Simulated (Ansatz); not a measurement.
## Zincblende alloy of BeS and BeSe (20 of 32 S sites exchanged), 64 atoms

Ansatz, PAW, plane waves. PBEsol relaxation of volume and atoms (shape held) at the single k point (¼, ¼, ¼) without its symmetry partners; single points on the relaxed atoms at the Γ point alone, onto which points of the small cell's zone fold. Arrangement: quasirandom. No spin–orbit coupling unless named.

Relaxed structure:

```xyz
64
Lattice="10.0398 0.0000 0.0000 0.0000 10.0398 0.0000 0.0000 0.0000 10.0398" Properties=species:S:1:pos:R:3 pbc="T T T"
Be    0.0975   10.0392    0.0010
Be    0.0123   10.0311    5.0047
Be    0.0635    5.0713    0.0440
Be   10.0365    5.0129    5.0089
Be    4.9557    9.9836    0.0427
Be    5.0055    0.0042    5.0070
Be    5.0501    4.9692    0.0432
Be    4.9612    4.9685    5.0520
Be    2.5282    2.5012    0.0845
Be    2.6233    2.4870    5.0116
Be    2.4825    7.5658    0.0494
Be    2.5771    7.5811    5.0478
Be    7.4713    2.5431    9.9930
Be    7.4656    2.4504    5.0501
Be    7.4729    7.4775    0.0387
Be    7.4669    7.5715    4.9627
Be    2.5750    0.0399    2.4735
Be    2.5251    9.9441    7.5376
Be    2.5260    5.0281    2.4049
Be    2.5777    4.9523    7.4930
Be    7.4743    9.9856    2.5513
Be    7.4634    0.0474    7.4869
Be    7.4645    5.0523    2.4662
Be    7.4739    4.9812    7.5880
Be    0.0451    2.4412    2.4549
Be    0.0179    2.5014    7.5360
Be    0.0676    7.4752    2.4596
Be    0.0430    7.5770    7.5961
Be    4.9106    2.5006    2.5134
Be    5.0544    2.5335    7.4947
Be    5.0500    7.5712    2.4626
Be    4.9579    7.5719    7.4840
S     1.3092    1.2380    1.2573
S     1.2966    6.2893    1.2419
S     6.2305    1.2529    6.2639
S     6.2444    6.2741    1.2560
S     3.7701    3.7628    1.2558
S     3.7978    3.7309    6.2772
S     3.7578    8.7839    1.2718
S     3.7815    8.8120    6.2633
S     3.7823    1.2399    3.7639
S     1.2928    8.7848    8.8193
S     6.2446    3.7619    8.7912
S     6.2304    8.7969    3.7624
Se    1.3041    1.2368    6.2756
Se    1.2903    6.2862    6.2901
Se    6.2323    1.2513    1.2684
Se    6.2448    6.2745    6.2746
Se    8.7880    3.7723    1.2433
Se    8.7584    3.7493    6.2884
Se    8.8001    8.7712    1.2549
Se    8.7712    8.7946    6.2778
Se    3.7678    1.2499    8.7891
Se    3.7808    6.2854    3.7380
Se    3.7692    6.2725    8.8114
Se    8.7729    1.2390    3.7613
Se    8.7859    1.2494    8.7900
Se    8.7735    6.2861    3.7377
Se    8.7876    6.2747    8.8139
Se    1.3025    3.7473    3.7363
Se    1.2924    3.7613    8.8147
Se    1.3033    8.7949    3.7377
Se    6.2324    3.7475    3.7623
Se    6.2453    8.7829    8.7885
```

Task: What are the mean bond lengths by pair (pairs within 1.2 times the sum of covalent radii, less contacts 15 % beyond the pair's median; cation–cation pairs of compounds aside; long ionic contacts are cut short by that bound)?

Result: Be–S 2.121 ± 0.015 Å (standard deviation, 48 bonds); Be–Se 2.207 ± 0.012 Å (standard deviation, 80 bonds).

Task: What gap lies between the top filled and the lowest empty level in the single points?

Result: HSE06 3.40 eV (58 s on NVIDIA H100).
